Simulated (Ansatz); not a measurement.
Given:

CsSnBr3:
```cif
data_Br3CsSn
_chemical_formula_sum 'Cs1 Sn1 Br3'
_space_group_name_H-M_alt 'Pm-3m'
_space_group_IT_number 221
_space_group_name_Hall '-P 4 2 3'
_cell_length_a 5.75269
_cell_length_b 5.75269
_cell_length_c 5.75269
_cell_angle_alpha 90.000
_cell_angle_beta 90.000
_cell_angle_gamma 90.000
loop_
_atom_site_label
_atom_site_type_symbol
_atom_site_symmetry_multiplicity
_atom_site_Wyckoff_symbol
_atom_site_fract_x
_atom_site_fract_y
_atom_site_fract_z
_atom_site_occupancy
Cs1 Cs 1 a 0.00000 0.00000 0.00000 1
Sn1 Sn 1 b 0.50000 0.50000 0.50000 1
Br1 Br 3 c 0.00000 0.50000 0.50000 1
```

This is the PBEsol-relaxed structure.

**Question.** All from DFT-PBEsol in the program Ansatz with PAW potentials, unless another level is named. Predict the electronic character.

**Answer.** no gap, with almost no states at the Fermi level (zero-gap or semimetallic).

**Question.** And the HSE06 gap on the PBEsol cell?

**Answer.** 0.58 eV (a hybrid on a coarse mesh can open a false gap in a semimetal).

**Question.** What about the formation energy from the elements (no fitted shifts)?

**Answer.** -1.22 eV/atom.

**Question.** Give the gap with spin–orbit coupling.

**Answer.** none (metallic).

The cell was relaxed with PBEsol under the symmetry of its start. The references are the lowest solids computed at this level, not always the standard phases. Spin–orbit coupling is left out wherever it is not named.

Potentials: the later of the program's two PAW sets.
